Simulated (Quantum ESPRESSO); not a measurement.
# Kohn-Sham bands of ZrO₂ (Pca2₁)

```xyz
12
Lattice="5.2834 0.0000 0.0000 0.0000 5.0747 0.0000 0.0000 0.0000 5.1011" Properties=species:S:1:pos:R:3 pbc="T T T"
Zr     0.1599    -1.3522    -1.2801
Zr    -0.1599     1.3522     1.2705
Zr     2.4818    -1.3522     1.2705
Zr    -2.4818     1.3522    -1.2801
O      1.2145     2.3511    -2.5463
O     -1.2145    -2.3511     0.0043
O      1.4272     2.3511     0.0043
O     -1.4272    -2.3511    -2.5463
O      1.9286    -0.3418    -2.0093
O     -1.9286     0.3418     0.5413
O      0.7131    -0.3418     0.5413
O     -0.7131     0.3418    -2.0093
```

Materials Project entry mp-556605; symmetrised, unrelaxed at this level. COD (Crystallography Open Database) has the formula in 4 space groups, this one among them (matched by group alone). Method: LDA plane waves in Quantum ESPRESSO 7.5 (PseudoDojo norm-conserving files, 68 Ry, no spin polarisation, no spin-orbit coupling), Bloch states on a 4×4×4 mesh through Γ, Wannier90 4.0.1. Density: 6×6×6 mesh, cold smearing 0.01 Ry.

Problem. List the Kohn-Sham levels between −8 and 6.8 eV relative to the valence-band maximum at the high-symmetry points, as a band run of pw.x on that density gives them (levels within 2 meV counted together).

Solution. 
```tsv
point	k (reciprocal lattice)	levels (eV)
Γ	0.000 0.000 0.000	-5.24, -5.12, -4.99, -4.61, -4.40, -4.37, -3.00, -2.98, -2.89, -2.81, -2.46, -2.29, -2.02, -2.00, -1.89, -1.51, -1.47, -1.19, -1.08, -0.94, -0.79, -0.27, -0.13, 0.00, 4.30, 4.33, 4.55, 4.84, 4.88, 5.14, 5.33, 5.61, 5.87, 6.12, 6.30, 6.42, 6.61, 6.62
X	0.500 0.000 0.000	-4.69 (×2), -4.34 (×2), -3.91 (×2), -3.77 (×2), -3.28 (×2), -2.46 (×2), -2.13 (×2), -1.83 (×2), -1.53 (×2), -0.79 (×2), -0.67 (×2), -0.42 (×2), 4.46 (×2), 4.83 (×2), 5.00 (×2), 5.28 (×2), 5.97 (×2), 6.41 (×2)
S	0.500 0.500 0.000	-4.67 (×2), -4.23 (×2), -4.05 (×2), -3.20 (×2), -2.83 (×2), -2.67 (×2), -2.43 (×2), -2.14 (×2), -1.56 (×2), -1.01 (×2), -0.71 (×2), -0.48 (×2), 4.10 (×2), 4.38 (×2), 4.88 (×2), 5.47 (×2), 5.88 (×2)
Y	0.000 0.500 0.000	-4.87, -4.79, -4.39, -4.34, -4.30, -4.05, -3.76, -3.74, -3.16, -2.77, -2.63, -2.46, -2.30, -2.15, -1.67, -1.54, -1.47, -1.27, -0.94, -0.86, -0.74, -0.42, -0.18, -0.13, 3.79, 4.21, 4.31, 4.84, 4.93, 5.38, 5.58, 5.68, 5.98, 6.22, 6.36, 6.52
Z	0.000 0.000 0.500	-4.83 (×2), -3.99 (×2), -3.97 (×2), -3.64 (×2), -3.38 (×2), -2.43 (×2), -2.42 (×2), -1.91 (×2), -1.65 (×2), -0.86 (×2), -0.37 (×2), -0.27 (×2), 3.94 (×2), 4.48 (×2), 5.35 (×2), 5.39 (×2), 6.45 (×2), 6.55 (×2)
U	0.500 0.000 0.500	-4.20 (×4), -3.64 (×4), -3.04 (×4), -2.20 (×4), -1.39 (×4), -0.70 (×4), 4.41 (×4), 5.35 (×4), 6.25 (×4)
R	0.500 0.500 0.500	-4.10 (×4), -3.86 (×4), -2.72 (×4), -2.05 (×4), -1.44 (×4), -0.84 (×4), 3.98 (×4), 5.01 (×4), 6.06 (×4)
T	0.000 0.500 0.500	-4.58 (×2), -4.22 (×2), -3.84 (×2), -3.57 (×2), -3.08 (×2), -2.62 (×2), -2.02 (×2), -1.63 (×2), -1.50 (×2), -1.44 (×2), -0.94 (×2), -0.37 (×2), 3.89 (×2), 4.17 (×2), 5.15 (×2), 5.52 (×2), 5.76 (×2), 6.69 (×2)
```
